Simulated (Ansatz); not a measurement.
Relaxed-ion elastic tensor of Cr (bcc (W type), Im-3m) in GPa (Voigt order), PBEsol in the plane-wave PAW code Ansatz; density 7.75 g/cm³, 11.14 Å³ per atom.

```
534  156  156  0.0  0.0  0.0
156  534  156  0.0  0.0  0.0
156  156  534  0.0  0.0  0.0
0.0  0.0  0.0  105  0.0  0.0
0.0  0.0  0.0  0.0  105  0.0
0.0  0.0  0.0  0.0  0.0  105
```

### Question
Is the crystal mechanically stable?

### Answer
Yes: the smallest eigenvalue of C is 105 GPa.

### Question
Work out the Voigt, Reuss and Hill averages.

### Answer
K_V = 282, K_R = 282, K_H = 282; G_V = 139, G_R = 128, G_H = 133 GPa.

### Question
Give Young's modulus, Poisson's ratio, Pugh's ratio and the universal anisotropy index.

### Answer
E = 9KG/(3K + G) = 346 GPa; ν = 0.30; K/G = 2.11 (ductile by the Pugh limit of 1.75); A_U = 5G_V/G_R + K_V/K_R − 6 = 0.42.

### Question
Estimate the sound speeds and the Debye temperature.

### Answer
v_l = √((K + 4G/3)/ρ) = 7700 m/s, v_t = √(G/ρ) = 4150 m/s, mean 4630 m/s; Θ = (h/k)(3n/4πV)^(1/3) v_m = 617 K.

### Question
Give the Zener ratio and Young's modulus along [100], [110] and [111].

### Answer
A = 2C44/(C11 − C12) = 0.56; 1/E = S11 − 2(S11 − S12 − S44/2)Γ with Γ = 0, 1/4, 1/3 gives 464, 312, 281 GPa.

### Question
Solve the Christoffel equation for the three sound speeds along [100], [110], [111].

### Answer
Eigenvalues of C_ijkl n_j n_l equal ρv². In km/s, slowest first: [100] 3.69, 3.69, 8.30; [110] 3.69, 4.94, 7.62; [111] 4.56, 4.56, 7.38.

Symmetry was held in the PBEsol relaxation. The workflow began spin-polarised and lost its moments. Textbook magnetic order: a spin-density-wave antiferromagnet. As this level gives no gap, shear constants depend on the k-mesh and smearing (Fermi–Dirac, 0.1 eV here).

Potentials: the later of the program's two PAW sets.
